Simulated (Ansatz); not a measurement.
Input, command and steps of an Ansatz relaxation.

```yaml
crystal:
  lattice:
    - [3.5810919066, 0.0, 0.0]
    - [0.0, 3.5810919066, 0.0]
    - [0.0, 0.0, 3.5810919066]
  atoms:
    - { symbol: Os, position: [0.0, 0.5, 0.5] }
    - { symbol: Os, position: [0.5, 0.0, 0.5] }
    - { symbol: Os, position: [0.5, 0.5, 0.0] }
    - { symbol: "N", position: [0.0, 0.0, 0.0] }
basis:
  ecutwfc: 420
kpoints:
  mp_grid: { grid: [6, 6, 6] }
hamiltonian:
  xc: pbe
scf:
  occupations: { method: gaussian, width: 0.1 }
  lower_state_search: "off"
output:
  forces: true
  stress: true
  eigenvalues: true
relax:
  adjacent_minimum: "off"
  f_tol: 0.04
  max_steps: 70
  cell: { stress_tol: 0.4 }
```

```bash
ansatz run input.yaml --threads 1 --pin off --max-ram 2560MiB --backend cpu --events-out ev --progress --plain --runs-dir out
```

All numbers below come from Ansatz 0.2.0, DFT PBE, scalar-relativistic, plane waves, PAW.

Of 7 frames 6 are shown, positions in Å and forces in eV/Å; the SCF threshold varies from step to step. Steps run on the plane waves of an earlier cell, with a Pulay correction in the pressure. The basis is chosen afresh for the last frame, the zero of the energies, and at times for earlier ones too; energy and pressure step there, also at an unchanged geometry. Here that happened at step 5 (-5 meV/atom, 0.4 GPa); the frames before carry an error of that size.

```xyz
4
Lattice="3.5811 0.0000 0.0000 0.0000 3.5811 0.0000 0.0000 0.0000 3.5811" Properties=species:S:1:pos:R:3:forces:R:3 pbc="T T T" step=1 free_energy_over_end_meV_per_atom=344.48 pressure_GPa=66.26
Os    0.0000    1.7905    1.7905    0.0000    0.0000    0.0000
Os    1.7905    0.0000    1.7905    0.0000    0.0000    0.0000
Os    1.7905    1.7905    0.0000    0.0000    0.0000    0.0000
N     0.0000    0.0000    0.0000    0.0000    0.0000    0.0000
4
Lattice="3.7557 0.0000 0.0000 0.0000 3.7557 0.0000 0.0000 0.0000 3.7557" Properties=species:S:1:pos:R:3:forces:R:3 pbc="T T T" step=2 free_energy_over_end_meV_per_atom=5.80 pressure_GPa=3.30
Os    0.0000    1.8778    1.8778    0.0000    0.0000    0.0000
Os    1.8778    0.0000    1.8778    0.0000    0.0000    0.0000
Os    1.8778    1.8778    0.0000    0.0000    0.0000    0.0000
N     0.0000    0.0000    0.0000    0.0000    0.0000    0.0000
4
Lattice="3.7658 0.0000 0.0000 0.0000 3.7658 0.0000 0.0000 0.0000 3.7658" Properties=species:S:1:pos:R:3:forces:R:3 pbc="T T T" step=3 free_energy_over_end_meV_per_atom=4.60 pressure_GPa=0.73
Os    0.0000    1.8829    1.8829    0.0000    0.0000    0.0000
Os    1.8829    0.0000    1.8829    0.0000    0.0000    0.0000
Os    1.8829    1.8829    0.0000    0.0000    0.0000    0.0000
N     0.0000    0.0000    0.0000    0.0000    0.0000    0.0000
4
Lattice="3.7687 0.0000 0.0000 0.0000 3.7687 0.0000 0.0000 0.0000 3.7687" Properties=species:S:1:pos:R:3:forces:R:3 pbc="T T T" step=4 free_energy_over_end_meV_per_atom=4.57 pressure_GPa=0.01
Os    0.0000    1.8843    1.8843    0.0000    0.0000    0.0000
Os    1.8843    0.0000    1.8843    0.0000    0.0000    0.0000
Os    1.8843    1.8843    0.0000    0.0000    0.0000    0.0000
N     0.0000    0.0000    0.0000    0.0000    0.0000    0.0000
4
Lattice="3.7687 0.0000 0.0000 0.0000 3.7687 0.0000 0.0000 0.0000 3.7687" Properties=species:S:1:pos:R:3:forces:R:3 pbc="T T T" step=5 free_energy_over_end_meV_per_atom=0.03 pressure_GPa=0.45
Os    0.0000    1.8843    1.8843    0.0000    0.0000    0.0000
Os    1.8843    0.0000    1.8843    0.0000    0.0000    0.0000
Os    1.8843    1.8843    0.0000    0.0000    0.0000    0.0000
N     0.0000    0.0000    0.0000    0.0000    0.0000    0.0000
4
Lattice="3.7705 0.0000 0.0000 0.0000 3.7705 0.0000 0.0000 0.0000 3.7705" Properties=species:S:1:pos:R:3:forces:R:3 pbc="T T T" step=7 free_energy_over_end_meV_per_atom=0.00 pressure_GPa=0.01
Os    0.0000    1.8853    1.8853    0.0000    0.0000    0.0000
Os    1.8853    0.0000    1.8853    0.0000    0.0000    0.0000
Os    1.8853    1.8853    0.0000    0.0000    0.0000    0.0000
N     0.0000    0.0000    0.0000    0.0000    0.0000    0.0000
```

The start puts this composition into another compound's structure type, which needn't suit it. At the end the space group is Pm-3m (tolerance 0.05 Å).

The run took 6.5 s on 1 thread of Intel(R) Xeon(R) 6975P-C (Granite Rapids), with other jobs on the host, peak memory 0.36 GiB.

The k mesh is coarse. Spin–orbit coupling is left out, which can shift energies with elements as heavy as these. Spin polarisation was left out, and a magnetic state may lie lower.